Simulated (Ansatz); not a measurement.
W (bcc, W type)

```yaml
crystal:
  lattice:
    - [-1.58464, 1.58464, 1.58464]
    - [1.58464, -1.58464, 1.58464]
    - [1.58464, 1.58464, -1.58464]
  atoms:
    - { symbol: W, position: [0.00000, 0.00000, 0.00000] }
```

Grid over V/V₀ and (c/a)/(c/a)₀, subscript 0 meaning the relaxed cell; the conventional c axis lies along z; no internal relaxation.

Calculation: r2SCAN (plane waves to 500 eV, PAW, scalar-relativistic; Ansatz, a quantum-chemistry and plane-wave program). k mesh 21×21×21 (Γ-centred), Fermi-Dirac smearing 0.05 eV. Energies are smeared free energies. With partly filled bands, the response to shear is sensitive to the k mesh, so small differences along c/a are uncertain. Spin-orbit coupling is left out, though W is heavy. W is run without spin polarisation. W was relaxed with its symmetry unable to fall. The last digit holds for this mesh only.

Changes of ΔE (eV/atom) from the point V/V₀ = 1.000, (c/a)/(c/a)₀ = 1.000 when one coordinate moves alone (two changes are said to add if the coupling is within 5 % of the smaller one, nearly so within 20 %):

| point | change |
|---|---|
| V/V₀ = 1.000, (c/a)/(c/a)₀ = 0.920 | 0.0811 |
| V/V₀ = 1.000, (c/a)/(c/a)₀ = 0.960 | 0.0189 |
| V/V₀ = 0.960, (c/a)/(c/a)₀ = 1.000 | 0.0270 |
| V/V₀ = 0.980, (c/a)/(c/a)₀ = 1.000 | 0.0065 |
| V/V₀ = 1.020, (c/a)/(c/a)₀ = 1.000 | 0.0061 |
| V/V₀ = 1.040, (c/a)/(c/a)₀ = 1.000 | 0.0237 |
| V/V₀ = 1.000, (c/a)/(c/a)₀ = 1.040 | 0.0164 |
| V/V₀ = 1.000, (c/a)/(c/a)₀ = 1.080 | 0.0625 |

Problem. What is the change at V/V₀ = 0.960, (c/a)/(c/a)₀ = 1.080, where both move, and how far is it from the sum?

Solution. The sum of the single changes is 0.0270 + (0.0625) = 0.0895; the calculation gives 0.0932, so the coupling contributes 0.0037 (under 20 % of the smaller single change, nearly additive).

(Under strain, the slope of the energy per volume gives the stress and its curvature an elastic modulus.)
